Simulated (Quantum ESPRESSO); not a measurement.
# Ga2NbAlZr3Mg: a guest atom moved from site to site

Computed values, not a measurement. The program is pw.x of Quantum ESPRESSO 7.5 (plane-wave density functional theory). The cell is made up: eight metal atoms on a face-centred cubic lattice, with elements, volume, strain and displacements drawn at random and not relaxed, so it may be unstable or far from any real phase. PseudoDojo standard norm-conserving files set the functional (PBE unless stated); there is no spin polarisation or spin-orbit coupling, the Fermi-Dirac width of 0.25 eV means electrons at about 2900 K, and the masses in the input are unused placeholders. A spin test at this wide smearing found no moment, but such smearing suppresses magnetism that the real alloy may have.

The runs move one Nb atom among sites that otherwise hold Zr. Cell, positions, cutoff, mesh and smearing stay as in the input of run 1; sites are counted in its order. Stress in the tables is positive in tension.

Input of run 1:

```
&control calculation='scf', pseudo_dir='./dojo.nc.sr.pbe.v0_5.standard.upf', outdir='./o', disk_io='medium', tprnfor=.true., tstress=.true. /
&system ibrav=0, nat=8, ntyp=5, nbnd=57, ecutwfc=84.00895049, nosym=.true., tot_charge=0,
 occupations='smearing', smearing='fd', degauss=0.0183746611
/
&electrons conv_thr=1.470e-08, electron_maxstep=70, mixing_beta=0.5 /
ATOMIC_SPECIES
Al 1.0 Al.upf
Ga 1.0 Ga.upf
Mg 1.0 Mg.upf
Nb 1.0 Nb.upf
Zr 1.0 Zr.upf
CELL_PARAMETERS angstrom
0.0 -2.1943 -2.1943
2.1943 4.3886 -2.1943
8.7771 -4.3886 4.3886
ATOMIC_POSITIONS angstrom
Ga 0.0841 -0.1419 -0.0836
Nb 4.4814 -2.1622 2.1364
Al 4.4084 -0.0215 0.0175
Zr 8.879 -2.1659 2.2213
Zr 2.1419 -2.4322 0.0079
Zr 6.5737 -4.2788 1.9576
Ga 2.1182 0.0589 -2.2063
Mg 6.6211 -2.2489 -0.0106
K_POINTS automatic
8 5 2 1 1 1
```

```
run  elements on sites 1 to 8  free energy less that of run 1 (eV)  -TS (eV)  pressure (GPa)  stress xx (GPa)  stress yy (GPa)  stress zz (GPa)  stress yz (GPa)  stress xz (GPa)  stress xy (GPa)  iterations
  1   Ga Nb Al Zr Zr Zr Ga Mg                                0.000    -1.527           -3.42             4.79             2.82             2.65             1.28             0.94            -1.09          18
  2   Ga Zr Al Nb Zr Zr Ga Mg                                0.331    -1.549           -3.30             4.03             2.99             2.89             1.31             0.23            -0.47          16
  3   Ga Zr Al Zr Nb Zr Ga Mg                                0.475    -1.553           -3.32             4.15             2.97             2.84             1.24             0.49            -0.75          17
  4   Ga Zr Al Zr Zr Nb Ga Mg                                0.015    -1.522           -3.20             3.72             2.75             3.14             0.90             0.44            -0.56          17
```

Forces Fx Fy Fz (eV/Å):

```
site              run 1              run 2              run 3              run 4
   1   -0.10 0.36 -0.23   -0.39 0.29 -0.19    0.18 0.19 -0.04   -0.20 0.40 -0.28
   2  -1.03 -0.14 -0.05  -1.35 -0.20 -0.10  -1.69 -0.02 -0.22   -0.67 -0.56 0.23
   3    0.21 -0.17 0.08  -0.15 -0.07 -0.02   -0.55 0.09 -0.16  -0.18 -0.08 -0.01
   4   0.70 -0.06 -0.39   0.54 -0.10 -0.21   0.63 -0.11 -0.35   0.16 -0.07 -0.28
   5    0.11 0.48 -0.19   -0.35 0.72 -0.34   -0.29 0.40 -0.21   -0.35 0.76 -0.35
   6    0.19 -0.83 1.14    1.45 -1.14 1.39    0.98 -1.06 1.42    0.70 -0.78 1.00
   7    0.10 -0.45 0.34   -0.28 -0.22 0.08    0.53 -0.32 0.28    0.11 -0.43 0.32
   8   -0.19 0.83 -0.70    0.52 0.71 -0.61    0.21 0.84 -0.72    0.43 0.75 -0.63
```

The sites are displaced and not relaxed, so the energy differences mix bonding between neighbours with strain and are not ordering energies. A rerun of one cell of this series at a higher cutoff and on a denser mesh moved values by no more than 0.002 eV in energy, 0.06 GPa in stress and 0.007 eV/Å in force, and a second program with other atomic files agreed on that cell to 2 % rms in force and 0.5 GPa in pressure.